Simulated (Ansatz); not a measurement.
This run works on a generated trial structure, not on a known crystal.

Input and command of a plane-wave DFT calculation in Ansatz:

```yaml
crystal:
  lattice:
    - [2.340366, 1.35121094, 5.44550511]
    - [-2.340366, 1.35121094, 5.44550511]
    - [0.0, -2.70242188, 5.44550511]
  atoms:
    - { symbol: Fe, position: [0.0, 0.0, 0.0], spin: 4.0 }
    - { symbol: Re, position: [0.74647329, 0.74647329, 0.74647329] }
    - { symbol: Re, position: [0.25352671, 0.25352671, 0.25352671] }
    - { symbol: Ge, position: [0.60092026, 0.60092026, 0.60092026] }
    - { symbol: Ge, position: [0.39907974, 0.39907974, 0.39907974] }
    - { symbol: P, position: [0.5, 0.5, 0.5] }
basis:
  ecutwfc: 420
kpoints:
  mp_grid: { grid: [4, 4, 4] }
hamiltonian:
  xc: pbe
scf:
  occupations: { method: gaussian, width: 0.2 }
  lower_state_search: "off"
output:
  forces: true
  stress: true
  eigenvalues: true
  populations: true
magnetization:
  spin_polarized: true
relax:
  adjacent_minimum: "off"
  f_tol: 0.08
  max_steps: 16
  cell: { stress_tol: 0.8 }
```

```bash
ansatz run input.yaml --threads 1 --pin off --max-ram 2560MiB --backend cpu --events-out ev --progress --plain --runs-dir out
```

Processor: Arm Neoverse V2, 1 thread, on a host shared with other jobs.

Q: Estimate time, memory and problem size.

A: About 2.7 min, peak memory 0.53 GiB. It solves 50 bands at 13 k points (after reduction by symmetry) with about 1677 plane waves (on the last cell), in 148 SCF iterations over 11 ionic steps.
